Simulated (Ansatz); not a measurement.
An Ansatz (a first-principles code) input:

Ansatz 0.2 input:
```yaml
crystal:
  lattice:
    - [3.5463873048, 0.0, 0.0]
    - [-1.7731936524, 3.0712614976, 0.0]
    - [0.0, 0.0, 14.2563793734]
  atoms:
    - { symbol: Mo, position: [0.3333333333, 0.6666666667, 0.25] }
    - { symbol: Mo, position: [0.6666666667, 0.3333333333, 0.75] }
    - { symbol: Te, position: [0.3333333333, 0.6666666667, 0.6242969424] }
    - { symbol: Te, position: [0.6666666667, 0.3333333333, 0.1242969424] }
    - { symbol: Te, position: [0.6666666667, 0.3333333333, 0.3757030576] }
    - { symbol: Te, position: [0.3333333333, 0.6666666667, 0.8757030576] }
kpoints:
  mp_grid: { grid: [5, 5, 2] }
hamiltonian:
  xc: hse06
  pseudopotentials: { kind: paw }
scf:
  n_extra_bands: 6
  occupations: { method: fixed }
output:
  eigenvalues: true
  eigenstates:
    e_range: [-9.0, 9.4]
    kpoints:
      - [0.0, 0.0, 0.0]  # VBM
      - [0.195312, 0.197917, 0.0]  # CBM
      - [0.0, 0.0, 0.0]  # GAMMA
      - [0.0, 0.0, 0.5]  # A
      - [0.3333333333, 0.3333333333, 0.0]  # K
      - [0.3333333333, 0.3333333333, 0.5]  # H
      - [0.5, 0.0, 0.0]  # M
      - [0.5, 0.0, 0.5]  # L
```

Question: How many symmetry operations and irreducible k-points will the run report?

Answer: 24 operations, 10 of 50 k-points.

Question: With a cutoff of 420 eV, how many plane waves at Γ?

Answer: 2981.

It took roughly 6 core-minutes on shared server cores.

The points marked VBM and CBM come from a semilocal run.

Space group P6_3/mmc. The cell was relaxed with r²SCAN+D4 under the symmetry of its start; of distortions, only those at the zone centre were tested. The run is not spin-polarised. Scalar-relativistic: spin–orbit coupling is off unless named, which matters more the heavier the elements.

Potentials: the later of the program's two PAW sets.

Ansatz is a plane-wave DFT program.
